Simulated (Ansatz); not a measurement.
Levels of theory for Sr2MgO3 (ordering on rocksalt)

All numbers come from Ansatz 0.2.0. Note: simulated data, non-magnetic, for a generated structure that need not be the stable one.

Structure: Sr2MgO3, ordered on the rocksalt lattice (I4/mmm) with 6 atoms a cell, at its r2SCAN minimum. The symmetry is I4/mmm (No. 139, tetragonal); a = 3.527 Å, c = 14.462 Å in the conventional setting, 15.00 Å³ an atom. Around Mg lie 6 O at 2.12–2.49 Å; around O lie 1 Mg at 2.12 Å and 4 Sr at 2.50 Å; around Sr lie 5 O at 2.31–2.50 Å; around O lie 2 Sr at 2.31 Å and 4 Mg at 2.49 Å.

```cif
data_structure
_symmetry_space_group_name_H-M 'I4/mmm'
_symmetry_Int_Tables_number 139
_cell_length_a 3.5274
_cell_length_b 3.5274
_cell_length_c 14.4621
_cell_angle_alpha 90.000
_cell_angle_beta 90.000
_cell_angle_gamma 90.000
_cell_volume 179.94
loop_
_atom_site_label
_atom_site_type_symbol
_atom_site_symmetry_multiplicity
_atom_site_Wyckoff_symbol
_atom_site_fract_x
_atom_site_fract_y
_atom_site_fract_z
_atom_site_occupancy
Mg1 Mg 2 a 0.00000 0.00000 0.00000 1
O1 O 4 e 0.50000 0.50000 0.35314 1
Sr1 Sr 4 e 0.00000 0.00000 0.34044 1
O2 O 2 b 0.50000 0.50000 0.00000 1
```

Relaxed lattice by functional, symmetry kept:

| functional | k mesh | a (Å) | c (Å) | volume (Å³/atom) |
| --- | --- | --- | --- | --- |
| PBE | 10×10×10 | 3.555 | 14.609 | 15.39 |
| r2SCAN | 10×10×10 | 3.527 | 14.462 | 15.00 |

Band edges at fixed r2SCAN geometry:
```csv
level,k mesh,gap (eV),kind,edges,least direct gap (eV)
PBE,10×10×10,3.16,direct,Γ,3.16
PBE+SOC,10×10×10,3.14,direct,Γ,3.14
r2SCAN,10×10×10,3.84,direct,Γ,3.84
HSE06,6×6×6,4.66,direct,Γ,4.66
PBE0,6×6×6,5.37,direct,Γ,5.37
```
PBE: smearing of 0.02 eV; the others have fixed occupations.
Wave cutoffs: 420 eV, 500 eV (r2SCAN).
Points off the special ones are mesh points or PBE's searched band edges, reused at the other levels.

HSE06 gives a direct gap of 4.66 eV at Γ. Spin-orbit coupling changes the PBE gap by -0.018 eV, to 3.14 eV.

r2SCAN covers 46 % of the step from PBE to HSE06. Spin-orbit coupling moves PBE's least or direct gap by up to 0.018 eV, so it can be left out where a tenth of an eV counts. All these functionals give a gap of the same kind, direct.

r2SCAN (ground state on 8×8×8): The electronic dielectric tensor ε∞ is 3.51 along x and y, 3.55 along z. Born charges, averaged over directions: Mg +2.12, O -2.34 to -2.31, Sr +2.43 e. The program notes that the ground state's band table doesn't vouch for all the bands that the response reads.

Only the levels marked +SOC include spin-orbit coupling.
